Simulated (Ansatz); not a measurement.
**CsPbCl$_{3}$: do energies and stresses tell the same story?**

Method: Ansatz 0.2.0, DFT r2SCAN, scalar-relativistic, plane waves, PAW.

Settings: cutoff 500 eV, Γ-centred mesh 6×6×6 on the computed 5-atom cell, Gaussian smearing of 0.02 eV; no spin polarisation.

Relaxed cell: Pm-3m, a = 5.672 Å, b = 5.672 Å, c = 5.672 Å, α = 90.00°, β = 90.00°, γ = 90.00°, 5 atoms in the primitive cell. Whether it is the stable form of this composition wasn't checked.

Energies at zero smearing and pressures from the stress tensor, at volumes with shape and atoms relaxed:
```tsv
V (Å³/atom)	E − E(first) (meV/atom)	P (GPa)
34.306	0.00	1.80
35.401	-8.92	0.84
36.496	-11.76	0.02
37.591	-9.48	-0.67
38.686	-2.87	-1.25
```

Problem. Check P = −dE/dV between neighbouring volumes, and get the bulk modulus from the pressures alone.

Solution. With 1 eV/Å³ = 160.2 GPa:
```csv
middle V (Å³/atom),−ΔE/ΔV (GPa),mean P (GPa)
34.854,1.305,1.319
35.949,0.416,0.427
37.044,-0.334,-0.325
38.139,-0.967,-0.958
```

The two differ by 0.01 GPa at most. The mean of two end pressures misses the average over a step by about ΔV² P″/12, up to 0.01 GPa here; with that taken off 0.00 GPa remains. Around V = 36.496 Å³/atom, the two neighbours give B = −V ΔP/ΔV = 36.496 × 1.50 / 2.190 = 25.1 GPa, against B0 = 24.8 GPa from the Birch–Murnaghan fit of the energies.

Spin–orbit coupling is left out, which can shift energies with elements as heavy as these.

Symmetry holds off the tilts and polar distortions that many cubic perovskites undergo.

Cost: 6 runs of about 3.7 core-minutes in all, on Arm Neoverse V1 (shared hosts).